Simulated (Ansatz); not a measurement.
In:
Space group I4/mmm (No. 139); a = b = 3.221 Å, c = 5.052 Å, α = β = γ = 90.00°

```tsv
atom	site	symmetry	x	y	z
In	2a	4/mmm	0.0000	0.0000	0.0000
```
(The calculation used a cell of 1 atom; values per cell refer to that cell.)

Relaxed with r²SCAN.

Question: Tabulate the valence density and the electron localisation function along the shortest In–In contact (3.22 Å), the program Ansatz at the r²SCAN level (PAW).

Answer: 

```csv
distance from In (Å),density (e/Å³),ELF
0.32,8.55,0.01
0.48,5.24,0.05
0.64,2.72,0.18
0.81,1.23,0.28
0.97,0.57,0.27
1.13,0.32,0.24
1.29,0.21,0.28
1.45,0.17,0.33
1.61,0.16,0.35
1.77,0.17,0.33
1.93,0.21,0.28
2.09,0.32,0.24
2.25,0.57,0.27
2.42,1.23,0.28
2.58,2.72,0.18
2.74,5.24,0.05
2.90,8.55,0.01
```

The density is the valence pseudo-density with augmentation charge, so density and ELF within about 1 Å of a nucleus are not all-electron values.

The cell was relaxed with r²SCAN under the symmetry of its start. Axis ratios of metals converge slowly with the k-mesh, so a and c are less sure than the volume.

Potentials: the later of the program's two PAW sets.
